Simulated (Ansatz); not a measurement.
Re (dhcp (α-La type), P6_3/mmc) at seven volumes, PBEsol in the plane-wave PAW code Ansatz, shape and atoms relaxed at each. One row is withheld.

```
V (Å³/atom)  P (GPa)
-----------  -------
13.234         45.35
13.671         27.75
14.107             ?
14.543          0.00
14.979        -10.84
15.416        -20.03
15.852        -27.82
```

Fit the shown pressures and predict the withheld one.

P = (3/2)B₀(x^(7/2) − x^(5/2))[1 + (3/4)(B′ − 4)(x − 1)] with x = (V₀/V)^(2/3). Least squares on the six rows gives V₀ = 14.543 Å³/atom, B₀ = 391 GPa, B′ = 4.41. At V = 14.107, x = 1.0205 and P = 12.73 GPa. The run itself gave 12.76 GPa.

The first step of the workflow began from a Materials Project structure, measured or hypothetical. Its sites differ from those of the usual phase in this space group: another stacking or structure type. The cell was relaxed with PBEsol under the symmetry of its start; of distortions, only those at the zone centre were tested. No spin polarisation was allowed. Spin–orbit coupling is left out wherever it is not named.

Potentials: the later of the program's two PAW sets.
